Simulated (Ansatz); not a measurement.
# Notes on a calculation: Be (hcp)

**The experiment.** The Crystallography Open Database holds a cell as deposited of hexagonal Be (space group P6_3/mmc), temperature not stated (1984): a, c = 2.285, 3.584 Å, 8.11 Å³/atom.

Level of theory: DFT, LDA, scalar-relativistic, no spin polarisation; plane waves to 420 eV with PAW datasets (Ansatz 0.2.0), 20×20×12 k-mesh, Gaussian smearing of 0.05 eV; PAW files: Ansatz's generated set soft_2.

The start, 1 % over the database's volume:

```
Be
1.0
     2.29000    0.00000    0.00000
    -1.14500    1.98320    0.00000
     0.00000    0.00000    3.58843
Be
2
Direct
  0.33333 0.66667 0.75000
  0.66667 0.33333 0.25000
```

The runs in order:

| run | level | k-mesh | kind | V (Å³/atom) | P (GPa) | E − E(final) (meV/atom) | gap on the mesh (eV) |
| --- | --- | --- | --- | --- | --- | --- | --- |
| 1 | LDA | 20×20×12 | cell and atoms relaxed | 7.56 | 0.0 | 0.0 | metal |

The final structure (symmetry read at 0.01 Å). The structure is hexagonal, space group P6_3/mmc (No. 194). The conventional cell has a = 2.231 Å, b = 2.231 Å, c = 3.505 Å, α = 90.00°, β = 90.00°, γ = 120.00°. Be (site symmetry -6m2) has 12 Be at 2.17 to 2.23 Å as nearest neighbours. (Shells end 15 % past the nearest neighbour.)

- At the final geometry the gap, band path included, is zero (metallic).

**Against experiment.** LDA gives 2.231, 3.505 Å and 7.56 Å³/atom, −6.8 % in volume (−2.3 % in length) from the database's cell. LDA overbinds and usually gives cells that are too small. The database's entry may also be off.
